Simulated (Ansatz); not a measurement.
NiGe:
```
NiGe
1.0
    2.92896     0.00000     0.00000
    0.00000     2.92896     0.00000
    0.00000     0.00000     2.92896
Ni Ge
1 1
Direct
  0.00000   0.00000   0.00000
  0.50000   0.50000   0.50000
```

Relaxed with PBEsol. Special points in fractions of this cell's reciprocal vectors: Γ (0.000, 0.000, 0.000); X (0.000, 0.500, 0.000); M (0.500, 0.500, 0.000); R (0.500, 0.500, 0.500).

List the band energies nearest the Fermi level at these points for PBEsol in the plane-wave PAW code Ansatz.

In eV from the Fermi level; about four levels below and three above (degenerate sets whole), none deeper than 8.9 eV; … stands for higher levels left out; points with the same levels are listed once.

| k | below | above |
|---|---|---|
| Γ | -3.25 -3.25 -1.73 -1.73 -1.73 | 2.58 2.58 2.58 |
| X | -2.68 -2.68 -1.69 -1.01 | 7.02 7.02 9.26 |
| M | -2.19 -2.19 -1.21 -0.11 | 1.28 7.51 … |
| R | -5.15 -5.15 -5.15 -3.94 -1.19 -1.19 | 2.13 2.13 2.13 |

Space group Pm-3m (CsCl type). A made-up cell: these elements were put on the sites of a structure type; neither database checked (COD, Materials Project) lists it. COD files the formula under space group No. 62. Its standing as an ambient phase is unchecked. Symmetry was held in the PBEsol relaxation; its stability against distortions is not shown here. The workflow began spin-polarised and lost its moments. Scalar-relativistic: spin–orbit coupling is off unless named, which matters more the heavier the elements.

Potentials: the later of the program's two PAW sets.
